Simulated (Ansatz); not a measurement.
Relaxation of a generated cell, SnSe2 placed in the anatase structure type; 6 atoms in the cell, which starts as I4₁/amd, origin choice 1 (No. 141), tI12; a = 5.1485 Å, b = 5.1485 Å, c = 12.9414 Å, α = 90.00°, β = 90.00°, γ = 90.00°. The numbers are results of r2SCAN (plane waves to 500 eV, PAW, scalar-relativistic; Ansatz, a program for electronic structure), not measurements. Γ-centred k-mesh 9×9×9 on the run's cell, Fermi–Dirac smearing 0.05 eV. 

The optimiser's lines from the output (shortened; P is positive under compression):

```
relax step   1: F+E_penalty+E_count = -33990.39558825 eV  Δ(F+E_penalty+E_count) = +0.000e0 eV  max|allowed force component| = 2.777e-1 eV/Å  Δτ_max = 0.0000 Å  P = +4.053 GPa  Ω = 171.522 Å³  (6 SCF iters, dr2 threshold 1.00e-7 eV, accepted)
relax step   2: F+E_penalty+E_count = -33990.67885341 eV  Δ(F+E_penalty+E_count) = -2.833e-1 eV  max|allowed force component| = 2.713e-2 eV/Å  Δτ_max = 0.0376 Å  P = -1.026 GPa  Ω = 188.756 Å³  (6 SCF iters, dr2 threshold 6.00e-7 eV, accepted)
relax step   3: F+E_penalty+E_count = -33990.79718447 eV  Δ(F+E_penalty+E_count) = -1.183e-1 eV  max|allowed force component| = 1.764e-1 eV/Å  Δτ_max = 0.0980 Å  P = -1.246 GPa  Ω = 185.688 Å³  (7 SCF iters, dr2 threshold 6.00e-7 eV, accepted)
relax step   4: F+E_penalty+E_count = -33990.92060343 eV  Δ(F+E_penalty+E_count) = -1.234e-1 eV  max|allowed force component| = 4.385e-2 eV/Å  Δτ_max = 0.0729 Å  P = -0.246 GPa  Ω = 180.750 Å³  (6 SCF iters, dr2 threshold 6.00e-7 eV, accepted)
relax step   5: F+E_penalty+E_count = -33990.95560237 eV  Δ(F+E_penalty+E_count) = -3.500e-2 eV  max|allowed force component| = 2.757e-1 eV/Å  Δτ_max = 0.0928 Å  P = +0.590 GPa  Ω = 176.606 Å³  (7 SCF iters, dr2 threshold 6.00e-7 eV, accepted)
relax step   6: F+E_penalty+E_count = -33990.97395167 eV  Δ(F+E_penalty+E_count) = -1.835e-2 eV  max|allowed force component| = 5.550e-2 eV/Å  Δτ_max = 0.0757 Å  P = -0.277 GPa  Ω = 174.825 Å³  (6 SCF iters, dr2 threshold 6.00e-7 eV, accepted)
relax step   7: F+E_penalty+E_count = -33990.97472522 eV  Δ(F+E_penalty+E_count) = -7.736e-4 eV  max|allowed force component| = 5.782e-3 eV/Å  Δτ_max = 0.0037 Å  P = +0.120 GPa  Ω = 173.835 Å³  (4 SCF iters, dr2 threshold 6.00e-7 eV, accepted)
relax step   8: F+E_penalty+E_count = -33990.97487224 eV  Δ(F+E_penalty+E_count) = -1.470e-4 eV  max|allowed force component| = 3.093e-3 eV/Å  Δτ_max = 0.0036 Å  P = -0.004 GPa  Ω = 174.442 Å³  (6 SCF iters, dr2 threshold 3.89e-8 eV, accepted)
relax step   9: F+E_penalty+E_count = -33990.97488148 eV  Δ(F+E_penalty+E_count) = -9.238e-6 eV  max|allowed force component| = 8.885e-5 eV/Å  Δτ_max = 0.0002 Å  P = -0.000 GPa  Ω = 174.392 Å³  (5 SCF iters, dr2 threshold 1.42e-9 eV, accepted)
relax step  10: F+E_penalty+E_count = -33990.97660017 eV  Δ(F+E_penalty+E_count) = -1.719e-3 eV  max|allowed force component| = 4.463e-4 eV/Å  Δτ_max = 0.0000 Å  P = +0.008 GPa  Ω = 174.392 Å³  stress off target by 1.41e-2 GPa  SCF on the basis re-selected at this cell (its energy is not comparable with the rows above)  (9 SCF iters)
```

From the first to the last row the energy changes by -0.10 eV/atom and the volume by +1.7 %. The last row is marked as not comparable with the walk above it, whose basis was carried along; it does compare with step 1, since both stand on a basis selected at the nominal cutoff for their own cell.

 The final structure: I4₁/amd, origin choice 1 (No. 141), tI12, anatase type; a = 5.628 Å, b = 5.628 Å, c = 11.011 Å, α = 90.00°, β = 90.00°, γ = 90.00°. Between re-selections the logged energies stand on a plane-wave basis carried along with the cell. No spin polarisation in the result.

The run could not lose the symmetry of its start, so the end can be a saddle point.

The relaxed structure here is a generated cell of SnSe2: the first start was made by placing the elements on the sites of a structure type, and the end was not matched to a known phase here, so it may be hypothetical. Known forms of SnSe2 include space group No. 164.
